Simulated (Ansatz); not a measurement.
Values for one crystal, relaxed and computed with LDA in the plane-wave PAW code Ansatz; other levels are named.

| Quantity | Value |
|---|---|
| Volume per atom | 12.36 Å³ |
| Electronic character | metallic (no gap) |
| Density of states at the Fermi level | 0.06 states/eV per atom (mean over ±0.08 eV) |
| Formation energy from the elements (no fitted shifts) | -1.27 eV/atom |
| Bulk modulus (Birch–Murnaghan fit) | 97.7 GPa |
| Pressure derivative B′ | 3.4 |

Q: Which of these materials gives this?
A) SnS2, R3m (Sn on 3a, S on 3a, S on 3a)
B) HfB2, P6/mmm (Hf on 1a, B on 2d)
C) FeBiO3, P4mm (Fe on 1a, Bi on 1b, O on 1a, O on 2c)
D) ZrS, rock salt

A: C, FeBiO3, P4mm (Fe on 1a, Bi on 1b, O on 1a, O on 2c)

The workflow started from a Materials Project entry (that database holds measured and hypothetical structures alike); the Crystallography Open Database copy checked does not list it. It is not the phase usual at ambient conditions (space group No. 161). Symmetry was held in the LDA relaxation, as lowered by the spin order; whether a distortion lowers the energy is not shown. Magnetic state: antiferromagnetic, chosen from 5 collinear starts compared on coarse meshes (ties went to the first, and starts can fall back to one state), not a proven ground state. No Hubbard U is applied. A crystal of weakly bound layers computed without a dispersion correction: the cell and the soft elastic constants depend strongly on that. The compound may be a true metal, but semilocal functionals without U, or a wrong spin order, can also close a gap. The references are the lowest solids computed at this level, not always the standard phases (solids in place of the gases). Spin–orbit coupling is left out wherever it is not named.

Potentials: the later of the program's two PAW sets.
